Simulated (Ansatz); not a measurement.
BN:
```cif
data_BN
_chemical_formula_sum 'N1 B1'
_space_group_name_H-M_alt 'P 1'
_space_group_IT_number 1
_cell_length_a 2.46900
_cell_length_b 2.46900
_cell_length_c 2.46900
_cell_angle_alpha 60.000
_cell_angle_beta 60.000
_cell_angle_gamma 60.000
loop_
_space_group_symop_operation_xyz
  'x, y, z'
loop_
_atom_site_label
_atom_site_type_symbol
_atom_site_fract_x
_atom_site_fract_y
_atom_site_fract_z
_atom_site_occupancy
N1 N 0.00000 0.00000 0.00000 1
B1 B 0.50000 0.50000 0.50000 1
```

Relaxed with r²SCAN.

Decompose the optical modes at the zone centre into irreducible representations, and say which are infrared and Raman allowed.

Point group m-3m: Γ_opt = T1u. Infrared: T1u. Raman: none.

Assign frequencies (DFPT, r²SCAN in the plane-wave PAW code Ansatz; without the LO–TO term).

T1u 735i cm⁻¹.

Space group Fm-3m (rock salt). A made-up cell: these elements were put on the sites of a structure type; neither database checked (COD, Materials Project) lists it. It is not the phase usual at ambient conditions (space group No. 186, 194, 216). The r²SCAN relaxation kept the symmetry of its start. At this level the phase is dynamically unstable (imaginary phonons).

Potentials: the later of the program's two PAW sets.
